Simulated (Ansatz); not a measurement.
ZrS (rock salt, Fm-3m), plane-wave PAW PBE (Ansatz code), all energies at zero smearing, with the estimated change up to a 700 eV cutoff added, with one set of potentials and settings (totals compare only within such a set). Cell of 2 atoms (1 Zr, 1 S): -5088.682 eV.

```json
[
 {"element": "Zr", "reference phase": "P6_3/mmc, 2 atoms in the cell", "E (eV/atom)": "-4183.8362"},
 {"element": "S", "reference phase": "Fddd, 32 atoms in the cell", "E (eV/atom)": "-902.0599"}
]
```

Formation energy per atom, worked out: (-5088.682 − 1×(-4183.8362) − 1×(-902.0599))/2 = -1.393 eV/atom (-134 kJ per mol of atoms), at 0 K, without zero-point energy or fitted corrections.

The workflow started from an entry of the Crystallography Open Database (COD), which files this formula under 2 space groups. Its standing as an ambient phase is unchecked. The PBE relaxation kept the symmetry of its start; its stability against distortions is not shown here. No spin polarisation was allowed. The references are the lowest solids computed at this level, not always the standard phases.

Potentials: the later of the program's two PAW sets.
